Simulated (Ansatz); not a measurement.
SiGe (CsCl type, Pm-3m) at seven volumes, PBE (plane waves, PAW; program Ansatz), scaled uniformly. One row is withheld.

| V (Å³/atom) | P (GPa) |
|---|---|
| 15.500 | 8.83 |
| 16.011 | ? |
| 16.521 | 2.42 |
| 17.032 | 0.00 |
| 17.543 | -1.95 |
| 18.054 | -3.62 |
| 18.565 | -5.06 |

Fit the shown pressures and predict the withheld one.

P = (3/2)B₀(x^(7/2) − x^(5/2))[1 + (3/4)(B′ − 4)(x − 1)] with x = (V₀/V)^(2/3). Least squares on the six rows gives V₀ = 17.037 Å³/atom, B₀ = 73.1 GPa, B′ = 5.15. At V = 16.011, x = 1.0423 and P = 5.33 GPa. The run itself gave 5.34 GPa.

A made-up cell: these elements were put on the sites of a structure type; neither database checked (COD, Materials Project) lists it. Whether it is the stable phase at ambient conditions was not checked. The cell was relaxed with PBE under the symmetry of its start. At this level the phase is dynamically unstable (imaginary phonons).

Potentials: the later of the program's two PAW sets.
